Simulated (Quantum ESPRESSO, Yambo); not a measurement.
For N (space group Pa-3, No. 205), Yambo gives the independent-particle static dielectric constant along x as 1.96 on PBEsol bands and 1.64 after a scissor of 6.30 eV widens every gap (4×4×4 mesh, 120 bands, 3 Ry local-field block, 0.2 eV broadening).

Question: A scissor keeps the position matrix elements. In a one-oscillator model, how does ε − 1 scale, and what mean transition energy do the two values imply?

Answer: Each transition adds |r|²/E to ε − 1, so ε − 1 ∝ 1/(E0 + Δ). Then (1.64 − 1)/(1.96 − 1) = E0/(E0 + Δ) = 0.667, and E0 = Δ(ε' − 1)/(ε − ε') = 12.6 eV. The computed Im ε, weighted by 1/E up to 20 eV, has its mean at 11.4 eV; the smallest direct PBEsol gap is 7.24 eV. The scissor comes from a G0W0 run whose convergence isn't established. Convergence of the RPA response with its 4×4×4 mesh was not tested.

Bands from Quantum ESPRESSO.

Geometry of the Materials Project entry, not relaxed at this level; primitive cell a = b = c = 5.561 Å, α = β = γ = 90.00°.
